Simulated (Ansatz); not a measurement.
A geometry of Mo2C away from equilibrium: the start of the relaxation of a relaxed Mo2C cell displaced along its unstable phonon at q = Γ (201i cm⁻¹), largest move 0.15 Å. All values below come from PBEsol (plane waves to 420 eV, PAW, scalar-relativistic; Ansatz, an electronic-structure program). Γ-centred k-mesh 8×8×5 on the run's cell (coarser than for final values), Fermi–Dirac smearing 0.05 eV.

```xyz
9
Lattice="4.4915 0.0000 0.0000 -2.2457 3.8897 0.0000 0.0000 0.0000 6.2145" Properties=species:S:1:pos:R:3:forces:R:3 pbc="T T T" free_energy=-30116.504 pressure_GPa=0.7
C      2.3957     0.0000     0.0000    0.2546    0.0000    0.0000
C      1.0479     1.8150     2.0715   -0.1273   -0.2204    0.0000
C     -1.1979     2.0748     4.1430   -0.1273    0.2204    0.0000
Mo    -0.0139     1.3654    -0.0036   -0.2110   -0.0058   -0.0191
Mo     3.3160     0.6947     2.0751    0.1105    0.1798    0.0191
Mo     1.0702     3.1950     4.1394    0.1105   -0.1798   -0.0191
Mo     2.2319     2.5244     0.0036   -0.2110    0.0058    0.0191
Mo    -1.0564     3.2191     2.0679    0.1004    0.1856   -0.0191
Mo     1.1894     0.6707     4.1466    0.1004   -0.1856    0.0191
```

Positions in Å, forces in eV/Å, free energy of the cell in eV (comparable only within this code, potentials and settings). Largest force: 0.25 eV/Å, on C1, C2, C3 (atoms numbered as listed); the geometry lies 0.61 eV/atom above the end of its relaxation.

No spin polarisation in the result.

The run could not lose the symmetry of its start: the end is stationary, and may be a saddle point rather than a minimum.

The end of the path is a generated cell of Mo2C: the first start was made by placing the elements on the sites of a structure type, and the end was not matched to a known phase here, so it may be hypothetical.
